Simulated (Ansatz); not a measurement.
SiO2 — ¹⁷O NMR of the central transition

Cell: an entry of the Crystallography Open Database (COD), atoms as given.

Space group P4_12_12 (No. 92); a = 4.9727, c = 6.9257 Å.

```
site  Wyckoff  site symmetry       x       y       z
  Si       4a            ..2  0.3007  0.3007  0.0000
   O       8b              1  0.2390  0.1041  0.1787
```

One atom of each set is listed.

Computed with Ansatz: DFT, PBE, plane waves and PAW, scalar-relativistic, 420 eV cutoff, Γ-centred 5×5×4 k-points, Fermi–Dirac smearing 0.02 eV.

¹⁷O has I = 5/2 and Q = -25.58 mb (Pyykkö 2018); at 11.7 T its Larmor frequency is ν₀ = 67.6 MHz. Only the quadrupole interaction is simulated: positions count from each site's isotropic chemical shift, and J coupling is left out, as are shift anisotropy and dipolar coupling, which fast spinning averages.

Problem. Simulate the second-order pattern (fast magic-angle spinning, Gaussian broadening 0.2 kHz) of site O (2 Si at 1.60–1.61 Å, angle 147°).

Solution. The calculation gives C_Q = -5.63 MHz and η = 0.14, so ν_Q = 0.844 MHz and the centre of gravity lies at -41.9 ppm (-2.83 kHz).

```csv
offset (kHz),height
-7.358,0
-7.132,1
-6.907,6
-6.681,6
-6.455,6
-6.229,7
-6.003,7
-5.778,7
-5.552,7
-5.326,8
-5.100,8
-4.875,9
-4.649,34
-4.423,61
-4.197,85
-3.971,67
-3.746,55
-3.520,50
-3.294,47
-3.068,46
-2.842,46
-2.617,46
-2.391,48
-2.165,51
-1.939,55
-1.713,63
-1.488,81
-1.262,100
-1.036,75
-0.810,46
-0.584,4
-0.359,0
```

At O V_zz runs parallel to the line that joins its two neighbours (within 1°).

The calculated pressure of 8 GPa (PBE) comes largely from the unrelaxed atoms: it is 1.2 GPa once they are relaxed in the same cell. The largest force is 0.5 eV/Å, so the atoms aren't at the calculated equilibrium and relaxing them would move these values.

Hardware: 1 thread of Intel Xeon Platinum 8375C CPU @ 2.90GHz (Ice Lake) (x86_64; 90 cores open to the job, memory cap 2.5 GiB, no GPU), a shared host with a load of 0.8 a core. Wall time 17 s, CPU time 17 s, peak memory 0.44 GiB.
